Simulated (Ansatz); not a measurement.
Rb:
```xyz
4
Lattice="4.8175 0.0000 0.0000 -2.4088 4.1721 0.0000 0.0000 0.0000 15.5109" Properties=species:S:1:pos:R:3 pbc="T T T"
Rb     0.0000     0.0000     0.0000
Rb     0.0000     0.0000     7.7554
Rb     0.0000     2.7814    11.6332
Rb     2.4088     1.3907     3.8777
```

Relaxed with LDA. Special points in fractions of this cell's reciprocal vectors: Γ (0.000, 0.000, 0.000); M (0.500, 0.000, 0.000); K (0.333, 0.333, 0.000); A (0.000, 0.000, 0.500); L (0.500, 0.000, 0.500); H (0.333, 0.333, 0.500).

Q: List the band energies nearest the Fermi level at these points for the program Ansatz at the LDA level (PAW).

A: In eV from the Fermi level; about four levels below and three above (degenerate sets whole), none deeper than 8.9 eV; points with the same levels are listed once.

```csv
k,below,above
Γ,-2.18 -1.39 -1.39,0.11 0.90 2.43
M,–,0.03 0.25 0.36
K,–,0.79 0.82 0.82
A,-1.97 -1.97 -0.56 -0.56,1.55 1.55 3.28 3.28
L,–,0.12 0.12 0.42 0.42
H,–,0.91 0.91 0.92 0.92
```

Space group P6_3/mmc (dhcp (α-La type)). The workflow started from a Materials Project entry (that database holds measured and hypothetical structures alike); the Crystallography Open Database copy checked does not list it. It is not the phase usual at ambient conditions (space group No. 229). The LDA relaxation kept the symmetry of its start; its stability against distortions is not shown here. Scalar-relativistic: spin–orbit coupling is off unless named, which matters more the heavier the elements.

Potentials: the later of the program's two PAW sets.
